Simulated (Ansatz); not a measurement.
An Ansatz input:

```yaml
crystal:
  lattice:
    - [0.0, 2.349975382, 2.349975382]
    - [2.349975382, 0.0, 2.349975382]
    - [2.349975382, 2.349975382, 0.0]
  atoms:
    - { symbol: Cr, position: [0.0, 1.0, 1.0], spin: 1.5 }
    - { symbol: Cr, position: [0.5, 0.5, 0.5], spin: -1.5 }
hamiltonian:
  xc: mr2scan
  pseudopotentials:
    kind: paw
    azcp:
      Cr: "pseudopotentials/Cr.paw.azcp"
basis:
  ecutwfc: 500
  fft_grid_basis: typed
kpoints:
  mp_grid: { grid: [13, 13, 13], shift: [0, 0, 0] }
magnetization:
  spin_polarized: true
scf:
  occupations: { method: fermi_dirac, width: 0.05 }
  lower_state_search: "off"
output:
  stress: true
```

and its output:

```
Engine: ansatz 0.2.0, aarch64-unknown-linux-gnu
Pseudopotentials: kind: paw
Pseudopotential: Cr, paw, valence charge 14, recommended cutoff 500 eV (meta_gga) 
Functional definition: m-r2SCAN
  exchange = m_r2scan_x
  correlation = m_r2scan_c
Crystal: 2 atoms, lattice volume = 25.955 Å³
Basis set: ecut = 500 eV, 645 PW (Γ), exchange–correlation on 100×100×100 points (64 copies of the dense FFT grid, shifted against one another)
Bands: 20, of which v1, the nominal top of the filled ones, is band 14 counted from 1 (13 counted from 0)
Symmetry: 48 space group operations
Space group: Fm-3m (ITA 225), of the structure as read, at distance tolerance 3.0e-5 Å
Magnetic group: BNS 225.121 (UNI 1623), of the structure as read, at distance tolerance 3.0e-5 Å
k-points: 84 of 2197
Non-local potential: Cr, projectors of the file, l = 0: 3, l = 1: 2, l = 2: 3, l = 3: 1
PAW form: soft (Blöchl's): semilocal exchange-correlation on the pseudo side does not see the compensation charge
PAW frozen core: Cr, regenerated for the run's functional (the file was generated under x = pbe(κ = 0.804, μ = 0.2195149727645171), c = pbe(β = 0.06672455060314922))
PAW one-centre angular grid: Cr, 590 points (default); XC on 160 Gauss nodes
Initial density: superposition of atomic densities (chi_scale 0.1, normalization cell)
Starting moments: Σ|m| = 3 μB on 2 of 2 sites
Starting magnetic order: antiferromagnet; a translation exchanges its spin sublattices: spin-degenerate at every k-point
Initial wavefunctions: pseudopotential atomic-orbital guess
Functional: x = mr2scan, c = mr2scan; τ floored in thin density (d = 2e-4 eV/Å³)
the translation (0.5, 0.5, 0.5) carries every atom to within crystal.symmetry.tolerance of an atom of its element with the starting moment reversed, but both spin channels are solved: the dense FFT box has an odd point count along it
SCF iter   1: F=-6758.736364 eV  HF=-6764.037972 eV  |F-HF|=5.30e0  |Δ(HF+E_count)|=         —  Δρ=1.08e-1 (↑1.08e-1 ↓1.08e-1)  dr2=7.08e0  dr2_τ=5.08e-2  dr2_m=8.27e-1  M=0.000 μB ∫|m|=1.854 μB  β_m=0.30  ethr=3.10e-3  ⟨swp⟩=3.9  Hψ=12804  notcnv=0
spin=Collinear: Kerker preconditioning applied to the charge; magnetization (m = ρ↑ − ρ↓) channel mixes plain (no charge-response kernel on spin).
SCF iter   2: F=-6761.778299 eV  HF=-6762.592485 eV  |F-HF|=8.14e-1  |Δ(HF+E_count)|=    1.45e0  Δρ=5.94e-2 (↑5.94e-2 ↓5.93e-2)  dr2=1.86e0  dr2_τ=3.49e-2  dr2_m=3.36e-1  M=0.000 μB ∫|m|=1.921 μB  β_m=0.30  ethr=3.10e-3  ⟨swp⟩=2.0  Hψ=7869  notcnv=0  defer=74  κ⁻¹=1.0e0(r=1)
SCF iter   3: F=-6762.545892 eV  HF=-6762.467617 eV  |F-HF|=7.83e-2  |Δ(HF+E_count)|=   1.25e-1  Δρ=3.11e-2 (↑3.09e-2 ↓3.11e-2)  dr2=1.38e-1  dr2_τ=1.28e-2  dr2_m=1.65e-1  M=0.000 μB ∫|m|=1.895 μB  β_m=0.30  ethr=3.10e-3  ⟨swp⟩=2.9  Hψ=7987  notcnv=0  defer=70  κ⁻¹=1.5e-3(r=2)
SCF iter   4: F=-6762.571042 eV  HF=-6762.570288 eV  |F-HF|=7.53e-4  |Δ(HF+E_count)|=   1.03e-1  Δρ=2.70e-2 (↑2.70e-2 ↓2.55e-2)  dr2=6.96e-2  dr2_τ=7.01e-3  dr2_m=1.40e-1  M=-0.004 μB ∫|m|=1.760 μB  β_m=0.30  ethr=4.92e-4  ⟨swp⟩=2.6  Hψ=7999  notcnv=0  defer=66  κ⁻¹=3.2e-4(r=3)
SCF iter   5: F=-6762.607623 eV  HF=-6762.585075 eV  |F-HF|=2.25e-2  |Δ(HF+E_count)|=   1.48e-2  Δρ=2.71e-2 (↑2.25e-2 ↓2.71e-2)  dr2=8.06e-3  dr2_τ=5.56e-3  dr2_m=1.46e-1  M=0.010 μB ∫|m|=1.602 μB  β_m=0.30  ethr=2.49e-4  ⟨swp⟩=2.1  Hψ=6580  notcnv=0  defer=59  κ⁻¹=3.0e-4(r=4)
...
SCF iter  25: F=-6762.705677 eV  HF=-6762.705677 eV  |F-HF|=2.53e-9  |Δ(HF+E_count)|=   6.03e-8  Δρ=2.50e-6 (↑2.50e-6 ↓2.49e-6)  dr2=1.75e-9  dr2_τ=1.12e-10  dr2_m=4.04e-10  M=-0.000 μB ∫|m|=0.000 μB  β_m=0.83  ethr=1.75e-10  ⟨swp⟩=2.0  Hψ=11435  notcnv=0  κ⁻¹=5.6e-8(r=8)
iter 26 did not close the SCF: its close was put off for a magnetic moment that had not settled (scf_convergence_deferred on its scf_iter line)
SCF iter  26: F=-6762.705677 eV  HF=-6762.705677 eV  |F-HF|=4.79e-10  |Δ(HF+E_count)|=   5.56e-9  Δρ=1.38e-6 (↑1.38e-6 ↓1.37e-6)  dr2=4.18e-10  dr2_τ=3.81e-11  dr2_m=1.24e-10  M=-0.000 μB ∫|m|=0.000 μB  β_m=0.69  ethr=6.25e-12  ⟨swp⟩=1.0  Hψ=8481  notcnv=0  κ⁻¹=9.5e-8(r=8)
SCF iter  27: F=-6762.705677 eV  HF=-6762.705677 eV  |F-HF|=1.93e-10  |Δ(HF+E_count)|=   1.71e-9  Δρ=3.05e-7 (↑2.88e-7 ↓3.05e-7)  dr2=1.53e-11  dr2_τ=1.27e-12  dr2_m=3.73e-12  M=-0.000 μB ∫|m|=0.000 μB  ethr=1.49e-12  ⟨swp⟩=1.0  Hψ=9781  notcnv=0
WARN: the starting moments were not kept: the SCF closed with an absolute magnetisation of 3.4e-5 μB, where they sum to 3 μB in size (2 sites). That is at most 0.1 of that sum. Measured as dr2_m measures the in/out step, that magnetisation stands 6.1e-10 eV from none, at or under the dr2_threshold of 1.0e-7 eV: it is no larger than a step whose dr2_m would equal this threshold. The system may hold no moment; this SCF shows only that its start led to no more than that. To try another start: raise the starting moments (crystal.atoms[].spin, magnetization.per_species, magnetization.initial_magnetization, or on a non-collinear deck that types none of these the spinor_matrix: blocks that start its atoms; where the total moment is fixed, keep their sum and leave initial_magnetization as it is; typed ones take the place of any that the run laid by itself, positive ones on a crystal's lanthanoids without a Hubbard term where scf.initial_density.shell_occupations: [] is typed) or, if the notice of its spin-set hold's release reads "site moments contracting" or "site moments show no strong build", lengthen the hold (scf.mixing.spin_hold: { on: { confirm: 4 } }; for m-r²SCAN on two components see the key's manual first). Each may lead to a state that holds a moment. A second SCF, from the converged charge density, with the starting moments and any scf.initial_density.shell_occupations laid on it anew, would have followed, and was not run: the deck does not ask for one (magnetization.retry_lost_moments is false, the default). To let it run, set magnetization.retry_lost_moments: true and run the deck again, where that key's refused combinations let it; where memory then withholds it, that run's warning says so.
SCF 1 converged in 27 iterations: F = -6762.705677 eV  dr2 = 1.53e-11
this state was not tested for a lower state beside it, because the mixer in use, unlike msr1, does not test its closes by its own steps (another_mixer; see scf.mixing.algorithm and scf.lower_state_search)
SCF converged after 27 iterations
Magnetization: -0.0000 μB (14.0000 up, 14.0000 down)
Absolute magnetization: 0.0000 μB (∫|ρ↑−ρ↓|)
Spin contamination: 0.0000 ħ² per cell (⟨S²⟩ above its minimum at these occupations)
Per-site moments (μB) at R_I (Å): [(1.5802804310196328e-5, 0.969364845075), (-1.6247958905222497e-5, 0.969364845075)]
Free energy (F): -6762.705677 eV
Harris-Foulkes:  -6762.705677 eV  (|F-HF|=1.93e-10)
Internal energy: -6762.684384 eV  (E = F + TS)
E sigma→0 (E₀):  -6762.695031 eV
Entropy (-TS):   -0.021292 eV (-10.646 meV/atom)
Fermi energy:    16.987010 eV
--- Per-component energies (eV) ---
  E_band       = -385.459458
  E_kinetic    = 688.752422
  E_local      = -2684.438960  (includes V_loc(G=0)·N_el)
  E_nonlocal   = 163.021339
  E_hartree    = 1160.882410
  E_xc         = -273.890462
  E_vxc        = -398.890812  (∫ρ·V_xc dr)
  E_paw        = -2408.860436  (= ΣΔE_a)
  E_vpaw       = -501.085044  (= ΣTr[D̂ρ^β])
  E_aug_tail   = 0.000401  (compensation charges beyond the density's cutoff)
  E_vtau       = 25.416167  (kinetic-family band-sum trace: ∫τ·v_τ [+ j·A + Jᵃ·Aᵃ] dr)
  E_ewald      = -3407.606443
  E_core_change = -0.544655  (= ΣΔE_core)
  E_smearing   = -0.021292  (= −TS)
  E_closure    = 0.000000  (closes the sum)
  Σ components = -6762.705677   (vs F -6762.705677, Δ=0.00e0)
--- Stress (GPa, compression-positive) ---
       -7.241795       0.000000       0.000000
        0.000000      -7.241795       0.000000
       -0.000000       0.000000      -7.241795
  P = ⅓ Tr σ = -7.2418 GPa (-72.418 kbar)
```
